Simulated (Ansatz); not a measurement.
**ZnSe (zinc blende), map of one atom of the cell**

ZnSe (zinc blende)

```
CELL_PARAMETERS angstrom
      0.00000     2.83273     2.83273
      2.83273     0.00000     2.83273
      2.83273     2.83273     0.00000
ATOMIC_POSITIONS crystal
  Se 0.75000 0.75000 0.75000
  Zn 0.00000 0.00000 0.00000
```

Two-dimensional scan of atom 2 (Zn, nearest neighbour Se at 2.453 Å; its periodic images, 4.0 Å or more away, move with it): u runs along (0.707, 0.707, 0.000), v along (0.000, 0.000, 1.000) (Cartesian). Cell and other atoms are fixed.

Computed with r2SCAN (plane waves to 500 eV, PAW, scalar-relativistic; Ansatz, an electronic-structure program). k mesh 8×8×8 (Γ-centred), Fermi-Dirac smearing 0.05 eV. The energy includes the smearing's −TS. Points where atoms come too close for the PAW data are left out (x in tables, blank in figures). Fu and Fv are the components of the force on the atom. ZnSe was relaxed with its symmetry unable to fall. ΔE is measured from the undisplaced structure. Axes are in Å.

ΔE (eV/cell), with u across and v down:

```csv
v \ u,-0.610,-0.305,0.000,0.305,0.610
-0.610,x,2.283,0.920,2.283,x
-0.305,x,0.938,0.249,0.938,x
0.000,1.292,0.273,0.000,0.273,1.292
0.305,0.518,0.292,0.249,0.292,0.518
0.610,0.632,0.823,0.920,0.823,0.632
```

Fu (eV/Å), with u across and v down:

```
v \ u   -0.610  -0.305  0.000  0.305  0.610
------  ------  ------  -----  -----  -----
-0.610       x    9.73   0.00  -9.73      x
-0.305       x    4.82   0.00  -4.82      x
0.000     5.09    1.90   0.00  -1.90  -5.09
0.305     1.27    0.34   0.00  -0.34  -1.27
0.610    -0.55   -0.58   0.00   0.58   0.55
```

Key numbers:

```
Item                                                     Result
------------------------  -------------------------------------
Lowest place on the grid  u = 0.000 Å, v = 0.000 Å (0 meV/cell)
```

(A displaced cell: forces are minus the slopes of the energy, force constants its curvatures, and phonons follow from these.)
